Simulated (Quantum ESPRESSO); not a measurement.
**Band energies of FeP$_{2}$**

```xyz
6
Lattice="4.9182 0.0000 0.0000 0.0000 5.6270 0.0000 0.0000 0.0000 2.7154" Properties=species:S:1:pos:R:3 pbc="T T T"
P      1.6181     4.8921     1.3577
P      3.3001     0.7349     1.3577
P      4.0772     3.5484     0.0000
P      0.8410     2.0786     0.0000
Fe     2.4591     2.8135     1.3577
Fe     0.0000     0.0000     0.0000
```

norm-conserving LDA (Quantum ESPRESSO, 90 Ry, without SOC); path ΓXSYΓZURTZ,YT,UX,SR; energies in eV from the valence-band maximum.

```
k (1/Å)  point  band 22  band 23  band 24  band 25  band 26  band 27  band 28  band 29
-------  -----  -------  -------  -------  -------  -------  -------  -------  -------
0.00         Γ    -1.35    -0.68    -0.41    -0.17     0.00     2.27     2.47     4.55
0.39              -1.42    -0.71    -0.68    -0.60    -0.26     0.64     2.13     2.25
0.77              -1.40    -1.00    -0.98    -0.85    -0.57     0.36     0.72     2.14
1.16         X    -2.33    -1.08    -1.08    -0.59    -0.59     0.65     0.65     2.30
1.58              -2.26    -1.24    -1.24    -0.65    -0.65     1.00     1.00     2.28
1.80         S    -2.49    -1.25    -1.25    -0.64    -0.64     1.10     1.10     2.30
2.18              -1.84    -1.12    -1.12    -0.74    -0.74     1.33     1.33     2.54
2.57              -1.28    -0.80    -0.80    -0.42    -0.42     2.18     2.18     3.31
2.95         Y    -1.25    -0.83    -0.83    -0.13    -0.13     3.72     3.72     4.27
3.38              -1.38    -0.66    -0.48    -0.18    -0.02     2.31     2.73     4.70
3.59         Γ    -1.35    -0.68    -0.41    -0.17     0.00     2.27     2.47     4.55
3.78              -1.35    -0.70    -0.42    -0.18    -0.04     2.31     2.63     3.70
4.15         Z    -1.37    -0.42    -0.42    -0.18    -0.18     2.72     2.72     3.53
4.32              -1.37    -0.59    -0.59    -0.10    -0.10     2.72     2.72     2.89
4.65              -1.42    -1.18    -1.18    -0.02    -0.02     1.09     1.09     2.99
4.98              -1.74    -1.18    -1.18    -0.25    -0.25     0.73     0.73     2.02
5.31         U    -1.73    -1.27    -1.27    -0.25    -0.25     0.69     0.69     1.47
5.73              -1.34    -0.94    -0.94    -0.33    -0.33     0.81     0.81     2.48
5.95         R    -1.45    -0.94    -0.94    -0.11    -0.11     0.85     0.85     2.50
6.28              -1.46    -1.11    -1.11    -0.27    -0.27     0.81     0.81     2.37
6.61              -1.43    -0.90    -0.90    -0.20    -0.20     1.56     1.56     2.45
6.94              -1.47    -0.65    -0.65    -0.12    -0.12     1.96     1.96     4.12
7.10         T    -1.48    -0.90    -0.90    -0.09    -0.09     1.97     1.97     5.01
7.26              -1.49    -0.87    -0.87    -0.10    -0.10     2.09     2.09     4.48
7.58              -1.39    -0.53    -0.53    -0.16    -0.16     2.54     2.54     3.69
7.74         Z    -1.37    -0.42    -0.42    -0.18    -0.18     2.72     2.72     3.53
7.74         Y    -1.25    -0.83    -0.83    -0.13    -0.13     3.72     3.72     4.27
7.93              -1.23    -0.99    -0.99    -0.12    -0.12     3.10     3.10     4.44
8.30         T    -1.48    -0.90    -0.90    -0.09    -0.09     1.97     1.97     5.01
8.30         U    -1.73    -1.27    -1.27    -0.25    -0.25     0.69     0.69     1.47
8.49              -1.72    -1.22    -1.22    -0.56    -0.56     0.69     0.69     1.78
8.86         X    -2.33    -1.08    -1.08    -0.59    -0.59     0.65     0.65     2.30
8.86         S    -2.49    -1.25    -1.25    -0.64    -0.64     1.10     1.10     2.30
9.00              -2.48    -1.15    -1.15    -0.60    -0.60     1.08     1.08     2.29
9.42         R    -1.45    -0.94    -0.94    -0.11    -0.11     0.85     0.85     2.50
```

The LDA gap is indirect, 0.33 eV, from Γ to 50 % of the way from Γ to X; the smallest direct gap is 0.64 eV. Another valence extremum on the path lies within 0.02 eV, too close to call.

Geometry of the Materials Project entry, not relaxed at this level.

The structure is a Materials Project entry; no match was found in the copy of COD used, and its stability was not checked.

The runs are not spin-polarised; magnetic order was not tried.

Letters of k points follow the standard setting of the lattice, whose axes may be ordered differently from the printed cell.
